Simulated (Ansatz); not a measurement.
InPd (Pm-3m): phonons

Level of theory: PBEsol, all-electron LAPW in Ansatz 0.2.0, scalar-relativistic.

The cell comes from a PAW relaxation under the same functional.

The structure is one entry of a database and needn't be the stable phase.

Launched as:

```sh
ansatz run input.yaml --threads 1 --pin off --max-ram 3072MiB --backend cpu --events-out ev --progress --plain --runs-dir out
```

Input file:

```yaml
crystal:
  lattice:
    - [3.2480179769, 0.0, 0.0]
    - [0.0, 3.2480179769, 0.0]
    - [0.0, 0.0, 3.2480179769]
  atoms:
    - { symbol: In, position: [0.0, 0.0, 0.0] }
    - { symbol: Pd, position: [0.5, 0.5, 0.5] }
kpoints:
  mp_grid: { grid: [12, 12, 12] }
scf:
  occupations: { method: fermi_dirac, width: 0.1 }
hamiltonian:
  xc: pbesol
  pseudopotentials: { kind: all_electron, lapw: { basis_error: 0.001 } }
phonons:
  qmesh: [2, 2, 2]
  qpath:
    path:
      - [0.0, 0.0, 0.0]
      - [0.0, 0.5, 0.0]
      - [0.5, 0.5, 0.0]
      - [0.0, 0.0, 0.0]
      - [0.5, 0.5, 0.5]
      - [0.0, 0.5, 0.0]
      - [0.5, 0.5, 0.5]
      - [0.5, 0.5, 0.0]
    npoints: 6
  temperatures: { t_min: 0, t_max: 1000, t_step: 100 }
```

Output (shortened where marked):

```
Warning: RAYON_NUM_THREADS=1 ignored (pool sized by the plan → 1); use --threads N
LAPW: plane waves up to 8.471 Å⁻¹, error target 1.0e-3 eV per atom; small_component_spin mean_spin; Pd in spheres of 1.361 Å, 28 of its electrons in bands, Dirac shells []; In in spheres of 1.368 Å, 21 of its electrons in bands, ...
Engine: ansatz 0.2.0, x86_64-unknown-linux-gnu
Pseudopotentials: kind: all_electron
Pseudopotential: In, LAPW, valence charge 21, lapw/all_electron/scalar/gaussian/In, Koelling and Harmon's equation, gaussian nucleus
Pseudopotential: Pd, LAPW, valence charge 28, lapw/all_electron/scalar/gaussian/Pd, Koelling and Harmon's equation, gaussian nucleus
Functional definition: PBEsol
  exchange = pbesol_x
  correlation = pbesol_c
Crystal: 4 atoms, lattice volume = 68.531 Å³
Basis set: ecut = 273.3752109248711 eV, 701 PW (Γ), exchange–correlation at level 2
Bands: 60, of which v1, the nominal top of the filled ones, is band 49 counted from 1 (48 counted from 0)
Symmetry: 32 space group operations
k-points: 112 of 864
Non-local potential: In, projectors of the file, none
Non-local potential: Pd, projectors of the file, none
Initial density: superposition of atomic densities (chi_scale 0.1, normalization cell, long waves kept (reshape's long-wave potential 0.00 eV rms))
Initial wavefunctions: plane waves of lowest kinetic energy (no species holds an atomic orbital)
Functional: x = pbesol(κ = 0.804, μ = 0.12345679012345678), c = pbesol(β = 0.046)
iter 1 solved again at ethr=3.40e-3 eV; its pass at ethr=1.00e-1 eV (dr2=3.33e0 eV) is discarded
SCF iter   1: F=—  HF=-594433.535266 eV  |F-HF|=—  |Δ(HF+E_count)|=         —  Δρ=6.17e-2  dr2=3.33e0  ethr=3.40e-3  ⟨swp⟩=2.0  Hψ=42204  notcnv=0
preconditioner: auto → Kerker (q_TF=auto, 2.896 Å⁻¹)  [metal: Δε(μ)=0.013 eV  Ē_g=15.186 eV  σ=0.100 eV  W_gap=0.03  n_scr=28 (ndim 8)  ℏωp=30.4 eV  f_vac=0.000  D(μ)=2.38/eV (n_scr^D=16)]
[... 148 lines left out ...]
  E_smearing   = -0.048279  (= −TS)
  E_closure    = 0.000000  (closes the sum)
  Σ components = -594430.250192   (vs F -594430.250192, Δ=0.00e0)
  Basis errors (estimates in eV, not in F): energy 2.8e-4 per atom: plane waves 2.5e-4 (1.3e-4 summed), levels above the bands 1.4e-44, relativity 2.1e-8, radial functions 2.4e-5, core shells 2.7e-7; eigenvalues (radial functions ...
--- Forces (eV/Å), atoms counted from 1 ---
  atom   1  In     0.00000000    -0.00000000     0.00000000
  atom   2  Pd     0.00000000     0.00000000     0.00000000
  atom   3  In     0.00000000    -0.00000000     0.00000000
  atom   4  Pd     0.00000000     0.00000000     0.00000000
  max |Σ_I F_I| component: 7.89e-31 eV/Å
--- Phonons: 6 displaced members + 3 references (amplitude of the first 0.01 Å, Σ member SCF iterations 54) ---
  ASR residual: 2.871e-4 → 0.000e0 eV/Å²; symmetrization residual: 1.597e-4 eV/Å²
  largest component of a force at the reference: 4.9e-31 eV/Å
  ASR residual per site (eV/Å²): 6.48e-5 2.87e-4
  Γ frequencies (cm⁻¹): 0.00 0.00 0.00 144.37 144.37 144.37
--- Phonons (by wavevector): 4 wavevectors in 3 supercells ---
  supercell 1 (2 cells, vectors [1, 0, 0], [0, 1, 0], [0, 0, 2] in multiples of the cell's): 2 displaced members by 0.01 Å; free energy -594430.250192 eV; taken off its force constants: by the sum rule 2.9e-4, by the ...
  symmetry images taken by strict's conditions (phonons.symmetry_images: auto; settled by no image being taken that strict refuses)
  supercell 2 (2 cells, vectors [1, 0, 0], [0, 1, -1], [0, 0, 2] in multiples of the cell's): 2 displaced members by 0.01 Å; free energy -594430.250192 eV; taken off its force constants: by the sum rule 2.2e-4, by the ...
  symmetry images taken by strict's conditions (phonons.symmetry_images: auto; settled by no image being taken that strict refuses)
  supercell 3 (2 cells, vectors [0, 1, -1], [-1, 1, 0], [0, 0, 2] in multiples of the cell's): 2 displaced members by 0.01 Å; free energy -594430.250192 eV; taken off its force constants: by the sum rule 2.5e-4, by the ...
  symmetry images taken by strict's conditions (phonons.symmetry_images: auto; settled by no image being taken that strict refuses)
  q = [0.0000, 0.0000, 0.0000] (star 1, supercell 1; hermiticity 0.00e0, symmetrization 2.06e-6): -0.00 -0.00 0.00 144.37 144.37 144.37
  q = [0.0000, 0.0000, -0.5000] (star 3, supercell 1; hermiticity 1.07e-16, symmetrization 1.36e-16): 83.53 83.53 104.63 104.63 115.99 160.29
  q = [0.0000, -0.5000, -0.5000] (star 3, supercell 2; hermiticity 1.03e-16, symmetrization 5.53e-16): 48.41 48.41 99.39 100.71 173.94 173.94
  q = [-0.5000, -0.5000, -0.5000] (star 1, supercell 3; hermiticity 8.58e-17, symmetrization 5.45e-16): 94.99 94.99 94.99 144.32 144.32 144.32
  joined force constants: q→R imaginary residual 2.43e-17
  density of states and harmonic sums: on the 20×20×20 q-mesh, interpolated from the force constants of a 2×2×2 supercell (no non-analytic term)
  largest difference from the sums on the solved wave vectors: F 8.97e-2 eV, S 1.22e-4 and C_V 3.23e-5 eV/K
```

The calculation finished and met its thresholds.

Harmonic thermodynamics:

Harmonic phonons of a crystal by Kohn-Sham DFT at the given cell, standard atomic masses, acoustic sum rule imposed; negative wavenumbers are unstable modes; sums over wave vectors interpolated from the q mesh.

```
Zero point energy : 20 meV/atom
```

```tsv
temperature (K)	phonon heat capacity (k_B/atom)	phonon entropy (k_B/atom)	phonon free energy (meV/atom)
100	2.431	2.247	12.01
200	2.837	4.099	-16.05
300	2.926	5.269	-56.73
400	2.958	6.116	-106
500	2.973	6.778	-161.6
600	2.981	7.321	-222.4
700	2.986	7.781	-287.5
800	2.989	8.18	-356.4
900	2.991	8.532	-428.4
1000	2.993	8.847	-503.3
```

**Phonons on the q mesh**

One row a degenerate set, branches counted upwards.

```json
{
  "Unstable phonons": "no"
}
```

```csv
point,q a (r.l.u.),q b (r.l.u.),q c (r.l.u.),branch,phonon wavenumber (cm⁻¹),degeneracy
Gamma,0,0,0,4,144.4,3
X,0.5,0,0,1,83.5,2
X,0.5,0,0,3,104.6,2
X,0.5,0,0,5,116,1
X,0.5,0,0,6,160.3,1
M,0.5,0.5,0,1,48.4,2
M,0.5,0.5,0,3,99.4,1
M,0.5,0.5,0,4,100.7,1
M,0.5,0.5,0,5,173.9,2
R,0.5,0.5,0.5,1,95,3
R,0.5,0.5,0.5,4,144.3,3
```

**Zone-centre phonons**

Optical zone-centre levels upwards with Mulliken labels, activity, and the element with most of the kinetic energy.

* Point group: m-3m

```
number  phonon wavenumber (cm⁻¹)  label  infrared  raman  lead element
     1                     144.4    T1u       yes     no            Pd
```

Known limits: responses of metals move with mesh and smearing; coarse q mesh; activity by symmetry alone, a metal screens infrared modes.

It took 27 min on 1 thread of Intel(R) Xeon(R) 6975P-C (Granite Rapids) (shared host), peak memory 2.4 GiB.
